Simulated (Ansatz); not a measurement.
ScB2 in space group P6/mmm (No. 191; Sc on 1a, B on 2d) under volume change, DFT-r²SCAN in the program Ansatz with PAW potentials, shape and atoms relaxed at each volume.

```csv
V (Å³/atom),E − E(relaxed) (meV/atom),P (GPa)
9.146,57.6,22.00
9.447,24.3,13.58
9.749,5.8,6.30
10.050,0.0,0.01
10.352,5.2,-5.45
10.653,20.0,-10.17
10.955,43.1,-14.26
```

### Question
What does a third-order Birch–Murnaghan fit give for V₀, B₀ and B′?

### Answer
V₀ = 10.05 Å³/atom, B₀ = 195 GPa, B′ = 3.8.

The workflow started from an entry of the Crystallography Open Database (COD). Its standing as an ambient phase is unchecked. The cell was relaxed with r²SCAN under the symmetry of its start; its stability against distortions is not shown here. The run is not spin-polarised.

Potentials: the later of the program's two PAW sets.
